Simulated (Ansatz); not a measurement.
La2O3:
```
CELL_PARAMETERS angstrom
      3.94040     0.00000     0.00000
     -1.97020     3.41249     0.00000
      0.00000     0.00000     6.18755
ATOMIC_POSITIONS crystal
  La 0.66667 0.33333 0.75263
  La 0.33333 0.66667 0.24737
  O  0.66667 0.33333 0.35470
  O  0.33333 0.66667 0.64530
  O  0.00000 0.00000 0.00000
```

Relaxed with PBE.

**Question.** Which orbitals make up the states near the band edges in the program Ansatz at the PBE level (PAW)?

**Answer.** Top 1 eV of the valence band: O 2p 85 %, La 5d 6 %. Bottom 1 eV of the conduction band: La 4f 56 %, La 5d 36 %, O 2p 5 %. Projections are on Löwdin-orthogonalised atomic valence shells; empty p or d shells of many metals are not among them.

**Question.** Tabulate the density of states.

**Answer.** States/eV per cell of 5 atoms, in 0.25 eV bins, energy from the valence-band maximum.

```
E (eV)  total  O 2p  La 4f  La 5d
------  -----  ----  -----  -----
-7.87    0.00  0.00   0.00   0.00
-7.62    0.00  0.00   0.00   0.00
-7.37    0.00  0.00   0.00   0.00
-7.12    0.00  0.00   0.00   0.00
-6.87    0.00  0.00   0.00   0.00
-6.62    0.00  0.00   0.00   0.00
-6.37    0.00  0.00   0.00   0.00
-6.12    0.00  0.00   0.00   0.00
-5.87    0.00  0.00   0.00   0.00
-5.62    0.00  0.00   0.00   0.00
-5.37    0.00  0.00   0.00   0.00
-5.12    0.00  0.00   0.00   0.00
-4.87    0.00  0.00   0.00   0.00
-4.62    0.00  0.00   0.00   0.00
-4.37    0.00  0.00   0.00   0.00
-4.12    0.00  0.00   0.00   0.00
-3.87    0.00  0.00   0.00   0.00
-3.62    0.00  0.00   0.00   0.00
-3.37    0.00  0.00   0.00   0.00
-3.12    0.00  0.00   0.00   0.00
-2.87    0.25  0.16   0.00   0.06
-2.62    1.68  1.10   0.02   0.42
-2.37    6.33  4.33   0.09   1.48
-2.12    6.42  4.50   0.11   1.48
-1.87    9.38  6.74   0.17   1.95
-1.62    6.68  4.94   0.15   1.17
-1.37    5.99  4.70   0.22   0.65
-1.12    6.18  4.92   0.22   0.70
-0.87    4.13  3.37   0.13   0.45
-0.62    8.08  6.73   0.28   0.68
-0.37   10.48  9.04   0.52   0.43
-0.12    6.39  5.66   0.27   0.18
0.13     0.00  0.00   0.00   0.00
0.38     0.00  0.00   0.00   0.00
0.63     0.00  0.00   0.00   0.00
0.88     0.00  0.00   0.00   0.00
1.13     0.00  0.00   0.00   0.00
1.38     0.00  0.00   0.00   0.00
1.63     0.00  0.00   0.00   0.00
1.88     0.00  0.00   0.00   0.00
2.13     0.00  0.00   0.00   0.00
2.38     0.00  0.00   0.00   0.00
2.63     0.00  0.00   0.00   0.00
2.88     0.00  0.00   0.00   0.00
3.13     0.00  0.00   0.00   0.00
3.38     0.00  0.00   0.00   0.00
3.63     0.00  0.00   0.00   0.00
3.88     1.37  0.13   0.39   0.82
4.13     3.17  0.25   1.18   1.67
4.38     3.45  0.20   1.84   1.24
4.63     8.52  0.30   5.57   2.41
4.88     9.96  0.13   8.48   1.13
5.13    25.32  0.32  23.59   1.09
```

Space group P-3m1 (La2O3 or Ni2Al3 type). Symmetry was held in the PBE relaxation; phonons on a q-mesh show no instability. Scalar-relativistic: spin–orbit coupling is off unless named, which matters more the heavier the elements.

Potentials: the later of the program's two PAW sets.
